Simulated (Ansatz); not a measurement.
**What DFT gives for La₂Ag₂Br**

```yaml
crystal:
  lattice:
    - [8.57250, 0.00000, 0.00000]
    - [0.00000, 8.57250, 0.00000]
    - [0.00000, 0.00000, 4.28912]
  atoms:
    - { symbol: Ag, position: [0.38050, 0.88050, 0.00000] }
    - { symbol: Ag, position: [0.11950, 0.38050, 0.00000] }
    - { symbol: Ag, position: [0.61950, 0.11950, 0.00000] }
    - { symbol: Ag, position: [0.88050, 0.61950, 0.00000] }
    - { symbol: La, position: [0.17368, 0.67368, 0.50000] }
    - { symbol: La, position: [0.32632, 0.17368, 0.50000] }
    - { symbol: La, position: [0.82632, 0.32632, 0.50000] }
    - { symbol: La, position: [0.67368, 0.82632, 0.50000] }
    - { symbol: Br, position: [0.00000, 0.00000, 0.00000] }
    - { symbol: Br, position: [0.50000, 0.50000, 0.00000] }
```

Method: PBEsol, no spin polarisation; PAW, plane waves to 420 eV, 3×3×6 Γ-centred mesh, methfessel-paxton occupations (width 0.0281 eV) (Ansatz 0.2.0), atoms fixed.

**Question.** How is the charge shared?

**Answer.** Bader charges in e: La +1.40, Ag -1.01, Br -0.77. In the mean La gives up most and Ag takes most.

**Question.** What do density and ELF say about some of the short contacts?

**Answer.** Ag–Ag at 2.90 Å: least valence density 0.23 e/Å³ and ELF 0.20 there. Ag–La at 3.30 Å: least valence density 0.15 e/Å³ and ELF 0.20 there. Ag–Br at 3.42 Å: least valence density 0.10 e/Å³ and ELF 0.12 there. Both are smooth PAW fields, read partly inside the augmentation spheres.

**Question.** What happens at the Fermi level?

**Answer.** It is a metal, with about 8 states/eV a cell as the mean within 0.25 eV of the Fermi level, mostly La d (68 %).

**Question.** Is the cell too large or too small?

**Answer.** The pressure is -5.7 GPa (compression positive), so with the atoms held at these fractions the cell would first shrink. The principal stresses -7.3, -4.9, -4.9 GPa differ, so its shape would change too.

Origin: a known structure type with other elements, at an estimated volume, so it need not be a known compound. Caveats: many states at the Fermi level without spin polarisation, so a magnetic state may lie lower; f levels without a U or exact exchange are poorly placed.
